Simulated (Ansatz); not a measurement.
HCOOH on the (100) surface of TiC, space group Fm-3m (No. 225) (top face towards +c; held atoms: 1, 2, 3, 4, 5, 6, 7, 8, 9, 10, 11, 12, 13, 14, 15, 16), one molecule per 36.8 Å². Starting structure (upright, lowest atom H over a hollow C-C site; the molecule's atoms stand last):

```yaml
crystal:
  lattice:
    - [6.06863, 0.00000, 0.00000]
    - [0.00000, 6.06863, 0.00000]
    - [0.00000, 0.00000, 27.33185]
  atoms:
    - { symbol: Ti, position: [0.25000, 0.25000, 0.29270] }
    - { symbol: Ti, position: [0.25000, 0.75000, 0.29270] }
    - { symbol: Ti, position: [0.75000, 0.25000, 0.29270] }
    - { symbol: Ti, position: [0.75000, 0.75000, 0.29270] }
    - { symbol: C, position: [0.50000, 0.50000, 0.29270] }
    - { symbol: C, position: [0.50000, 0.00000, 0.29270] }
    - { symbol: C, position: [0.00000, 0.50000, 0.29270] }
    - { symbol: C, position: [0.00000, 0.00000, 0.29270] }
    - { symbol: Ti, position: [0.50000, 0.50000, 0.37120] }
    - { symbol: Ti, position: [0.50000, 0.00000, 0.37120] }
    - { symbol: Ti, position: [0.00000, 0.50000, 0.37120] }
    - { symbol: Ti, position: [0.00000, 0.00000, 0.37120] }
    - { symbol: C, position: [0.75000, 0.75000, 0.37120] }
    - { symbol: C, position: [0.75000, 0.25000, 0.37120] }
    - { symbol: C, position: [0.25000, 0.75000, 0.37120] }
    - { symbol: C, position: [0.25000, 0.25000, 0.37120] }
    - { symbol: Ti, position: [0.75000, 0.75000, 0.44893] }
    - { symbol: Ti, position: [0.75000, 0.25000, 0.44893] }
    - { symbol: Ti, position: [0.25000, 0.75000, 0.44893] }
    - { symbol: Ti, position: [0.25000, 0.25000, 0.44893] }
    - { symbol: C, position: [0.00000, 0.00000, 0.44955] }
    - { symbol: C, position: [0.00000, 0.50000, 0.44955] }
    - { symbol: C, position: [0.50000, 0.00000, 0.44955] }
    - { symbol: C, position: [0.50000, 0.50000, 0.44955] }
    - { symbol: Ti, position: [0.00000, 0.00000, 0.52557] }
    - { symbol: Ti, position: [0.00000, 0.50000, 0.52557] }
    - { symbol: Ti, position: [0.50000, 0.00000, 0.52557] }
    - { symbol: Ti, position: [0.50000, 0.50000, 0.52557] }
    - { symbol: C, position: [0.25000, 0.25000, 0.53018] }
    - { symbol: C, position: [0.25000, 0.75000, 0.53018] }
    - { symbol: C, position: [0.75000, 0.25000, 0.53018] }
    - { symbol: C, position: [0.75000, 0.75000, 0.53018] }
    - { symbol: O, position: [0.03676, 0.22305, 0.67236] }
    - { symbol: C, position: [0.09548, 0.17998, 0.62414] }
    - { symbol: O, position: [0.25924, 0.05990, 0.61472] }
    - { symbol: H, position: [0.12442, 0.15878, 0.70050] }
    - { symbol: H, position: [0.00000, 0.25000, 0.59457] }
```

Method: Ansatz, DFT PBE+D3(BJ), scalar-relativistic, plane waves, PAW. Plane waves to 420 eV, a k mesh through Γ of 3×3×1 on the computed 37-atom cell and Gaussian smearing (0.10 eV); no spin polarisation. The cell repeats along c with a dipole correction in the vacuum.

E_ads is per molecule, from the clean relaxed slab and the free relaxed molecule; negative means bound; no zero-point or thermal terms, forces under 0.04 eV/Å, and the free molecule is spin-polarised where open-shell. Heights count from the highest slab atom.

Task: What does it relax to?

Result: E_ads = -0.51 eV; the molecule stays whole. Final structure after 21 steps:

```
CELL_PARAMETERS angstrom
6.06863 0.00000 0.00000
0.00000 6.06863 0.00000
0.00000 0.00000 27.33185
ATOMIC_POSITIONS crystal
Ti 0.25000 0.25000 0.29270
Ti 0.25000 0.75000 0.29270
Ti 0.75000 0.25000 0.29270
Ti 0.75000 0.75000 0.29270
C 0.50000 0.50000 0.29270
C 0.50000 0.00000 0.29270
C 0.00000 0.50000 0.29270
C 0.00000 0.00000 0.29270
Ti 0.50000 0.50000 0.37120
Ti 0.50000 0.00000 0.37120
Ti 0.00000 0.50000 0.37120
Ti 0.00000 0.00000 0.37120
C 0.75000 0.75000 0.37120
C 0.75000 0.25000 0.37120
C 0.25000 0.75000 0.37120
C 0.25000 0.25000 0.37120
Ti 0.74922 0.75067 0.44898
Ti 0.74919 0.24928 0.44900
Ti 0.25078 0.75073 0.44901
Ti 0.25077 0.24927 0.44902
C 0.00007 0.00004 0.44950
C 0.00008 0.49988 0.44930
C 0.49992 0.00006 0.44974
C 0.49991 0.49991 0.44956
Ti 0.99954 0.99973 0.52500
Ti 0.99988 0.50009 0.52499
Ti 0.50057 0.99967 0.52805
Ti 0.50019 0.50033 0.52518
C 0.24891 0.25085 0.53039
C 0.24893 0.74912 0.53018
C 0.75096 0.25093 0.53013
C 0.75110 0.74884 0.52989
O 0.35658 0.08625 0.68899
C 0.36348 0.09361 0.63984
O 0.50178 0.99821 0.61562
H 0.47958 0.99239 0.69929
H 0.23114 0.19609 0.62411
```

Each end is the local minimum that its start leads to.

Spin polarisation was left out, and a magnetic state may lie lower.